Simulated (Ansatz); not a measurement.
Given:

NaF:
```cif
data_F4Na4
_chemical_formula_sum 'Na4 F4'
_space_group_name_H-M_alt 'Fm-3m'
_space_group_IT_number 225
_space_group_name_Hall '-F 4 2 3'
_cell_length_a 4.59452
_cell_length_b 4.59452
_cell_length_c 4.59452
_cell_angle_alpha 90.000
_cell_angle_beta 90.000
_cell_angle_gamma 90.000
loop_
_atom_site_label
_atom_site_type_symbol
_atom_site_symmetry_multiplicity
_atom_site_Wyckoff_symbol
_atom_site_fract_x
_atom_site_fract_y
_atom_site_fract_z
_atom_site_occupancy
Na1 Na 4 a 0.00000 0.00000 0.00000 1
F1 F 4 b 0.50000 0.50000 0.50000 1
```
(The calculation used a cell of 2 atoms; values per cell refer to that cell.)

This is the r²SCAN-relaxed structure.

### Question
All from DFT-r²SCAN in the program Ansatz with PAW potentials, unless another level is named. Give the Young's modulus.

### Answer
87.3 GPa.

### Question
Next, the zero-point energy?

### Answer
43.2 meV/atom.

Symmetry was held in the r²SCAN relaxation; phonons on a q-mesh show no instability.

Potentials: the later of the program's two PAW sets.
